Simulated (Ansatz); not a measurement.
Formation energy of BiN in the NiAs-type structure

Level of theory: DFT, PBEsol, scalar-relativistic, no spin polarisation; plane waves to 420 eV with PAW datasets (Ansatz 0.2.0), 10×10×6 k-mesh, Gaussian smearing of 0.05 eV. The datasets are Ansatz's generated set soft_2.

The start was a prototype's sites filled with these elements, not a measured cell.

The structure is hexagonal, space group P6_3/mmc (No. 194). Conventional cell: a = 3.489 Å, b = 3.489 Å, c = 6.351 Å, α = 90.00°, β = 90.00°, γ = 120.00°. Bi (site symmetry -3m) has 6 N at 2.57 Å as nearest neighbours. N (site symmetry -6m2) is surrounded by 6 Bi at 2.57 Å. (Shells end 15 % past the nearest neighbour.)

The elements were computed in their standard states (gases as isolated molecules) with the same datasets, cutoff and functional. Absolute energies hang on the potentials; compare differences alone.

Energy of the relaxed cell (4 atoms, smearing extrapolated to zero): -25237.604 eV. Elements, in eV/atom: Bi -12242.001, N -378.472.

Question: What is the formation energy?

Answer: [-25237.604 − (2 × -12242.001 + 2 × -378.472)] / 4 = 0.84 eV/atom, or 81 kJ per mole of atoms.

The value is for 0 K, without zero-point energy and without any correction for the binding of gas molecules. The functional's error in the binding of N₂ enters directly. A positive value means that this structure is unstable even against the elements at this level.

Spin–orbit coupling, which matters for such heavy elements, is left out.
